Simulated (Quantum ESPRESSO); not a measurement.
AlSi₂PC₄ (made-up cell) (calculated)

All values are calculated (Quantum ESPRESSO 7.5). Calculation on a made-up crystal cell, not a measurement, run twice, once with a planted mistake found by running each candidate: periodic Kohn-Sham density functional theory in plane waves with PseudoDojo standard norm-conserving scalar-relativistic pseudopotentials, each functional with its own files (v0.5 for PBE, v0.4.1 for LDA and PBEsol), no spin polarisation, no spin-orbit coupling, atoms not relaxed, stress positive in tension, energies less a fixed whole-eV offset for each atom's element; levels are Kohn-Sham levels at fractions of this cell's reciprocal vectors, counted from the reference band (half the neutral cell's valence electrons, rounded up) at Gamma; error bars cover cutoff and k-mesh only, not smearing or the files; a charged cell sits in a uniform background, with energy and stress on this program's zero of potential; each bar is the largest change over components, and at least 0.002 eV, 0.002 eV per angstrom or 0.02 GPa; energies are for the whole cell, and the offsets were chosen from early runs and are not element reference energies; a distance is the largest change of any value in units of its error bar, a scale change is of lengths, and a coarse mesh keeps the half-step shift.

### AlSi₂PC₄ (made-up cell)

Intended structure:
```cif
# cell vector a (Å): 4.3686 0.0513 -0.0769
# cell vector b (Å): 0.0513 4.3615 -0.0118
# cell vector c (Å): -0.0769 -0.0118 4.3418
data_AlSi2PC4
_symmetry_space_group_name_H-M 'P 1'
_symmetry_Int_Tables_number 1
_cell_length_a 4.3696
_cell_length_b 4.3618
_cell_length_c 4.3425
_cell_angle_alpha 90.323
_cell_angle_beta 92.025
_cell_angle_gamma 88.651
_cell_volume 82.69
loop_
_atom_site_label
_atom_site_type_symbol
_atom_site_fract_x
_atom_site_fract_y
_atom_site_fract_z
_atom_site_occupancy
Si1 Si 0.98837 0.01984 0.01210 1
P1 P 0.00431 0.50756 0.50401 1
Al1 Al 0.50100 0.00988 0.51606 1
Si2 Si 0.51182 0.49315 0.00421 1
C1 C 0.26552 0.24208 0.24137 1
C2 C 0.24077 0.76212 0.74831 1
C3 C 0.75683 0.26396 0.75464 1
C4 C 0.75445 0.76617 0.25085 1
```

| Item | Value |
| --- | --- |
| lattice type | zincblende/diamond |
| intended functional | pbe |
| intended cutoff | 1116 eV |
| intended fermi dirac smearing | 0.025 eV |
| intended scf tolerance | 1e-07 eV |
| intended electrons removed | 0 |
| healthy free energy less offsets | -1.912 eV |
| healthy smearing term minus ts | 0 eV |
| healthy scf iterations | 11 |
| healthy pressure | 7.96 GPa |
| healthy stress xx | -8.93 GPa |
| healthy stress yy | -6.92 GPa |
| healthy stress zz | -8.03 GPa |
| healthy stress yz | -0.53 GPa |
| healthy stress xz | -8.91 GPa |
| healthy stress xy | 3.81 GPa |
| faulty free energy less offsets | -1.896 eV |
| faulty smearing term minus ts | 0 eV |
| faulty scf iterations | 4 |
| faulty pressure | 7.78 GPa |
| faulty stress xx | -8.88 GPa |
| faulty stress yy | -6.81 GPa |
| faulty stress zz | -7.65 GPa |
| faulty stress yz | -0.57 GPa |
| faulty stress xz | -8.81 GPa |
| faulty stress xy | 3.84 GPa |
| candidate k points along each vector | 1 |
| candidate cutoff | 662 eV |
| candidate smearing | 0.57 eV |
| candidate functional | lda |
| candidate scf tolerance | 0.4 eV |
| candidate electrons removed | 1 |
| candidate scale change | 1.29 percent |
| candidate first exchanged site | 4 |
| candidate second exchanged site | 5 |
| intended k mesh | 4 x 4 x 4, shifted by half a step |
| structure shown | as intended, without the mistake |
| fault kind | loose scf |
| other mistakes run | 7 |
| distance from healthy | 30.68 error bars |
| distance from nearest other mistake | 116.8 error bars |
| healthy error bar energy | 0.006983 eV |
| healthy error bar stress | 0.06029 GPa |
| healthy error bar force | 0.0029 eV/Å |

Atoms:
| atoms element | atom site | atom energy offset (eV) |
| --- | --- | --- |
| Si | 1 | -115 |
| P | 2 | -189 |
| Al | 3 | -64 |
| Si | 4 | -115 |
| C | 5 | -163 |
| C | 6 | -163 |
| C | 7 | -163 |
| C | 8 | -163 |

Healthy forces:
| site | x (eV/Å) | y (eV/Å) | z (eV/Å) |
| --- | --- | --- | --- |
| 1 | 1.567 | -1.835 | -0.758 |
| 2 | 0.387 | 0.753 | -0.339 |
| 3 | 0.195 | -1.322 | -0.084 |
| 4 | -1.301 | 2.163 | -0.065 |
| 5 | -2.206 | 2.932 | 0.187 |
| 6 | -0.905 | -2.054 | 1.26 |
| 7 | 1.383 | 1.672 | -0.398 |
| 8 | 0.879 | -2.308 | 0.196 |

Faulty forces:
| site | x (eV/Å) | y (eV/Å) | z (eV/Å) |
| --- | --- | --- | --- |
| 1 | 1.552 | -1.848 | -0.767 |
| 2 | 0.376 | 0.764 | -0.322 |
| 3 | 0.202 | -1.329 | -0.05 |
| 4 | -1.307 | 2.173 | -0.066 |
| 5 | -2.177 | 2.878 | 0.226 |
| 6 | -0.926 | -2.055 | 1.195 |
| 7 | 1.407 | 1.718 | -0.487 |
| 8 | 0.872 | -2.301 | 0.27 |

Candidate mistake: coarse kmesh, low cutoff, wide smearing, wrong functional, loose scf, wrong charge, cell scaled, atoms exchanged
